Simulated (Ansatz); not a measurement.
K$_{3}$GeS$_{3}$ in space group C2/m (No. 12; Pearson symbol mS28) under volume change, the program Ansatz at the LDA level (PAW), shape and atoms relaxed at each volume.

| V (Å³/atom) | E − E(relaxed) (meV/atom) | P (GPa) |
|---|---|---|
| 23.650 | 20.1 | 2.99 |
| 24.430 | 8.4 | 1.82 |
| 25.210 | 2.0 | 0.85 |
| 25.989 | 0.0 | 0.00 |
| 26.769 | 1.8 | -0.71 |
| 27.549 | 6.8 | -1.31 |
| 28.328 | 14.4 | -1.82 |

### Question
What does a third-order Birch–Murnaghan fit give for V₀, B₀ and B′?

### Answer
V₀ = 25.99 Å³/atom, B₀ = 25.7 GPa, B′ = 4.4.

The first step of the workflow began from a Materials Project structure, measured or hypothetical; the Crystallography Open Database copy checked does not list it. Whether it is the stable phase at ambient conditions was not checked. The LDA relaxation kept the symmetry of its start; its stability against distortions is not shown here.

Potentials: the later of the program's two PAW sets.
